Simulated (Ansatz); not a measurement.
Relax this structure to zero stress and force, keeping its symmetry:

```cif
data_structure
_symmetry_space_group_name_H-M 'Pm-3m'
_symmetry_Int_Tables_number 221
_cell_length_a 3.5231
_cell_length_b 3.5231
_cell_length_c 3.5231
_cell_angle_alpha 90.000
_cell_angle_beta 90.000
_cell_angle_gamma 90.000
_cell_volume 43.73
loop_
_atom_site_label
_atom_site_type_symbol
_atom_site_symmetry_multiplicity
_atom_site_Wyckoff_symbol
_atom_site_fract_x
_atom_site_fract_y
_atom_site_fract_z
_atom_site_occupancy
Al1 Al 1 a 0.00000 0.00000 0.00000 1
Ni1 Ni 3 c 0.00000 0.50000 0.50000 1
```

Level of theory: DFT r2SCAN, scalar-relativistic, plane waves, PAW in Ansatz.

Cutoff 500 eV; k points 12×12×12 on the computed 4-atom cell (Γ-centred); Gaussian smearing, width 0.10 eV; collinear spin from starting moments 0 0.39 0.39 0.39 μB.

Task: What does it relax to?

Result: The volume rises by 0.03 Å³/atom to 10.96 Å³/atom, and the energy changes by under 0.1 meV/atom. The cell ends with a moment of 0.90 μB (only this magnetic start was tried). Final structure:
```
Al Ni
1.0
     3.52615    0.00000    0.00000
     0.00000    3.52615    0.00000
     0.00000    0.00000    3.52615
Al Ni
1 3
Direct
  0.00000 0.00000 0.00000
  0.00000 0.50000 0.50000
  0.50000 0.00000 0.50000
  0.50000 0.50000 0.00000
```

The state reached may not be the lowest one.

Cost: 1 run of about 2.1 core-minutes, on Intel Xeon Platinum 8488C (Sapphire Rapids) (shared hosts).